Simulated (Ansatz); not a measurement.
**TiAl (P-6m2), zone-centre modes**

Method: DFT r2SCAN, scalar-relativistic, plane waves, PAW in Ansatz 0.2.0. Settings: plane waves to 500 eV, k-mesh 24×24×14 (Γ-centred), Gaussian smearing 0.15 eV. No spin polarisation.

The undisturbed cell (relaxed at this level; it needn't be the usual structure):

```
Ti Al
1.0
     2.86860    0.00000    0.00000
    -1.43430    2.48428    0.00000
     0.00000    0.00000    4.63387
Ti Al
1 1
Cartesian
  -1.4343 2.4843 0.0000
  0.0000 1.6562 2.3169
```

Harmonic modes by finite displacements of 0.02 Å, without the LO–TO term.

Task: At this geometry, is the structure stable against these modes?

Result: Yes: no mode is imaginary beyond 10 cm⁻¹, and only the three translations lie near zero.

Task: List the wavenumbers in cm⁻¹.

Result: 0, 0, 0, 187, 187, 350.

Cost: 1 run of about 7 core-minutes, on Intel Xeon Platinum 8259CL (Skylake/Cascade Lake) (shared hosts).